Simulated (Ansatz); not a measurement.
Relaxed candidate structures of Ge$_{2}$Mo:

A. P6/mmm (No. 191), hP3; a = b = 4.727 Å, c = 2.583 Å, α = β = 90.00°, γ = 120.00°; Ge 2c (0.333, 0.667, 0.000); Mo 1a (0.000, 0.000, 0.000)

B. P4₁2₁2 (No. 92), tP12; a = b = 4.8241 Å, c = 8.4251 Å, α = β = γ = 90.00°; Mo 4a (0.360, 0.360, 0.000); Ge 8b (0.298, 0.349, 0.314)

C. P6/mmm (No. 191), hP6; a = b = 4.749 Å, c = 5.215 Å, α = β = 90.00°, γ = 120.00°; Ge 4h (0.333, 0.667, 0.245); Mo 2e (0.000, 0.000, 0.284)

D. I4/mmm (No. 139), tI6; a = 3.652 Å, b = 3.652 Å, c = 7.717 Å, α = 90.00°, β = 90.00°, γ = 90.00°; Ge 4d (0.000, 0.500, 0.250); Mo 2a (0.000, 0.000, 0.000)

Q: Put the candidates in order of energy per atom, lowest first, for r2SCAN (plane waves to 500 eV, PAW, scalar-relativistic; Ansatz, an electronic-structure program).

A: B (reference), D (+0.19 eV/atom), C (+0.46 eV/atom), A (+0.49 eV/atom)

Each run could gain symmetry but not lose that of its start, so entries can be saddle points. All of these are generated cells (placed on structure types, drawn at random, substituted or restacked) that were not matched to a known phase here. The real structure of this composition may not be among these. Static energies at zero pressure. The runs use different k-meshes, so differences are rounded accordingly. No spin polarisation in the result. Gaps of cells over 8 atoms come from the SCF mesh and high-symmetry points alone.
